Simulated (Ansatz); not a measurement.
YSn3: stiffness from a series of strains

```xyz
4
Lattice="4.6660 0.0000 0.0000 0.0000 4.6660 0.0000 0.0000 0.0000 4.6660" Properties=species:S:1:pos:R:3 pbc="T T T"
Y     0.0000    0.0000    0.0000
Sn    0.0000    2.3330    2.3330
Sn    2.3330    0.0000    2.3330
Sn    2.3330    2.3330    0.0000
```

Atom numbers follow the list: Y1, Sn2, Sn3, Sn4.

The cell is COD entry 4343790, as deposited and not checked against the literature; nothing was relaxed.

Spin polarisation is left out, and whether a magnetic state lies lower isn't shown here.

Spin–orbit coupling is left out, though it moves levels of the heavy atoms by tenths of an eV or more.

All numbers below come from DFT, PBEsol, all-electron LAPW, scalar-relativistic in Ansatz 0.2.0.

Settings: a Γ-centred 8×8×8 k mesh, Fermi–Dirac smearing of 0.05 eV, basis error target 1 meV/atom, no spin polarisation.

The strain is applied along the Cartesian axes of the cell as listed (the other components stay zero). Fractional coordinates are held (clamped ions).

σ is the change of stress from the unstrained cell, which is at -0.83 GPa; tension is positive, so slopes are stress–strain coefficients at that pressure. In a metal the k mesh adds noise.

Only quantities that a quadratic follows smoothly over the whole series are listed; rougher ones are left out.

```tsv
εxx = εyy	σzz (GPa)	σxx (GPa)
-0.0200	-2.56	-2.76
-0.0100	-1.25	-1.29
0.0000	0.00	0.00
0.0200	2.08	2.26
```

Question: Fit the series and read off the stiffness at zero strain.

Answer: Least-squares fits y = p0 + p1 x + p2 x² to the rows give σzz (GPa): p1 = 116, p2 = -570; σxx (GPa): p1 = 125, p2 = -650. So 2 C12 = 116 GPa and C11 + C12 = 125 GPa.

Question: One run, at εxx = εyy = 0.0100, is withheld. Predict its row.

Answer: The fits give 1.09, 1.20; the run gave 1.13, 1.17.
